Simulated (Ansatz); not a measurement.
**Relaxing gallium (bcc)**

These are results of DFT, r2SCAN, plane waves (500 eV) with PAW, scalar-relativistic (Ansatz 0.2.0), not measurements. (PAW data from PBE, frozen cores regenerated.)

k-point mesh 13×13×13, Fermi-Dirac smearing 0.1 eV, no spin polarisation. Cell and atoms relax.

Starting structure:

```yaml
crystal:
  lattice:
    - [-1.6983540166, 1.6983540166, 1.6983540166]
    - [1.6983540166, -1.6983540166, 1.6983540166]
    - [1.6983540166, 1.6983540166, -1.6983540166]
  atoms:
    - { symbol: Ga, position: [0.0, 0.0, 0.0] }
hamiltonian:
  xc: r2scan
  pseudopotentials:
    kind: paw
    azcp:
      Ga: "pseudopotentials/Ga.paw.azcp"
basis:
  ecutwfc: 500
  fft_grid_basis: typed
kpoints:
  mp_grid: { grid: [13, 13, 13], shift: [0, 0, 0] }
magnetization:
  spin_polarized: false
scf:
  occupations: { method: fermi_dirac, width: 0.1 }
relax:
  max_steps: 60
  f_tol: 0.01
  cell: {}
output:
  write_density: true
  write_potential: true
  elf: true
  volumetric_format: npy
```

Question: What cell does the relaxation end in?

Answer: Im-3m with a = 3.314 Å; 18.20 Å³ per atom against 19.59 at the start (-7.1 %).

Question: How much energy does the relaxation gain?

Answer: 16.8 meV per atom.
